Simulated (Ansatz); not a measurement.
AlCo (CsCl type)

```
AlCo
1.0
    2.85208     0.00000     0.00000
    0.00000     2.85208     0.00000
    0.00000     0.00000     2.85208
Al Co
1 1
Direct
  0.00000   0.00000   0.00000
  0.50000   0.50000   0.50000
```

In each cell atom 1 (Al, nearest neighbour Co at 2.470 Å; its periodic images, 2.9 Å or more away, move with it) moves by s·(0.000, 0.000, 1.000) (along Cartesian z), the rest being held.

Calculation: PBE (plane waves to 420 eV, PAW, scalar-relativistic; Ansatz, a first-principles code). k mesh 13×13×13 (Γ-centred), Fermi-Dirac smearing 0.05 eV. E stands for the smeared free energy. With partly filled bands, energies and forces of such displacements shift with the k mesh and the smearing. AlCo is run without spin polarisation. AlCo was relaxed with its symmetry unable to fall. ΔE is measured from the undisplaced structure. The last digit holds for this mesh only.

```json
[
 {"s (Å)": "-0.250", "ΔE (meV/cell)": "withheld"},
 {"s (Å)": "-0.200", "ΔE (meV/cell)": "144.8"},
 {"s (Å)": "-0.150", "ΔE (meV/cell)": "81.5"},
 {"s (Å)": "-0.100", "ΔE (meV/cell)": "36.2"},
 {"s (Å)": "-0.050", "ΔE (meV/cell)": "9.1"},
 {"s (Å)": "0.000", "ΔE (meV/cell)": "0.0"},
 {"s (Å)": "0.050", "ΔE (meV/cell)": "9.1"},
 {"s (Å)": "0.100", "ΔE (meV/cell)": "36.2"},
 {"s (Å)": "0.150", "ΔE (meV/cell)": "81.5"},
 {"s (Å)": "0.200", "ΔE (meV/cell)": "144.8"},
 {"s (Å)": "0.250", "ΔE (meV/cell)": "withheld"}
]
```

Fit an even polynomial form (powers 2, 4) to the given rows and predict ΔE at s = -0.250.

Least squares on the 9 given rows: ΔE = (3624)·s² + (-93.45)·s⁴, in meV/cell with s in Å; root-mean-square residual 0.02 meV/cell. At -0.250 the fit gives 226.1 meV/cell; the calculation gives 226.0 meV/cell, so the extrapolation is off by 0.1 (+0.0 %). The quadratic term alone would give 226.5 meV/cell.

(For displaced atoms, the force is minus the slope of the energy, and its curvature is a force constant, which sets phonon frequencies.)
